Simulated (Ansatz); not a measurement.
Fe₃Ge₂ in space group P-6m2 (No. 187; Fe on 2g, Fe on 1e, Ge on 1f, Ge on 1c) at seven volumes, PBEsol in the plane-wave PAW code Ansatz, shape and atoms relaxed at each. One row is withheld.

```csv
V (Å³/atom),P (GPa)
11.822,19.49
12.212,11.73
12.602,5.39
12.991,0.00
13.381,-4.52
13.771,-8.46
14.161,?
```

Problem. Fit the shown pressures and predict the withheld one.

Solution. P = (3/2)B₀(x^(7/2) − x^(5/2))[1 + (3/4)(B′ − 4)(x − 1)] with x = (V₀/V)^(2/3). Least squares on the six rows gives V₀ = 12.990 Å³/atom, B₀ = 165 GPa, B′ = 4.71. At V = 14.161, x = 0.9441 and P = -11.63 GPa. The run itself gave -11.71 GPa.

The first step of the workflow began from a Materials Project structure, measured or hypothetical; the Crystallography Open Database copy checked does not list it. Its standing as an ambient phase is unchecked. The PBEsol relaxation kept the symmetry of its start; whether a distortion lowers the energy is not shown. Spin order of the final state: ferromagnetic, the only order run, not a proven ground state.

Potentials: the later of the program's two PAW sets.
